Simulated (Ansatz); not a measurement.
TiAl (CuAu type, space group P4/mmm)

```yaml
crystal:
  lattice:
    - [5.64852, 0.00000, 0.00000]
    - [2.82426, 2.82426, 0.00000]
    - [0.00000, 0.00000, 4.07079]
  atoms:
    - { symbol: Al, position: [0.00000, 0.50000, 0.50000] }
    - { symbol: Al, position: [0.50000, 0.50000, 0.50000] }
    - { symbol: Ti, position: [0.00000, 0.00000, 0.00000] }
    - { symbol: Ti, position: [0.50000, 0.00000, 0.00000] }
```

The atoms are displaced by Q × the pattern below (from a DFPT mode at M = (0.5, 0.5, 0.0), largest move 1; Q in Å), at fixed cell. It is one choice among 2 degenerate patterns. (q is in reciprocal vectors of the primitive cell; the cell shown is doubled to hold the pattern.)

```json
[
 {"atom": "Al1", "x": "-1.000", "y": "0.000", "z": "0.000"},
 {"atom": "Al2", "x": "1.000", "y": "0.000", "z": "0.000"},
 {"atom": "Ti3", "x": "0.000", "y": "0.751", "z": "0.000"},
 {"atom": "Ti4", "x": "0.000", "y": "-0.751", "z": "0.000"}
]
```

These are PBE (plane waves to 420 eV, PAW, scalar-relativistic; Ansatz, a program for electronic structure) values and carry that method's errors. k mesh 16×16×12 (Γ-centred), Fermi-Dirac smearing 0.05 eV. With partly filled bands, energies and forces of such displacements shift with the k mesh and the smearing. TiAl is run without spin polarisation. TiAl was relaxed with its symmetry unable to fall.

At one point of the scan the forces (eV/Å) are:

```json
[
 {"atom": "Al1", "Fx": "-0.513", "Fy": "0.000", "Fz": "0.000"},
 {"atom": "Al2", "Fx": "0.513", "Fy": "0.000", "Fz": "0.000"},
 {"atom": "Ti3", "Fx": "0.000", "Fy": "0.675", "Fz": "0.000"},
 {"atom": "Ti4", "Fx": "0.000", "Fy": "-0.675", "Fz": "0.000"}
]
```

Task: Which point is it?
A. Q = -0.100 Å
B. Q = -0.067 Å
C. Q = -0.050 Å
D. Q = -0.033 Å

Result: C, Q = -0.050 Å

(A displaced cell: forces are minus the slopes of the energy, force constants its curvatures, and phonons follow from these.)
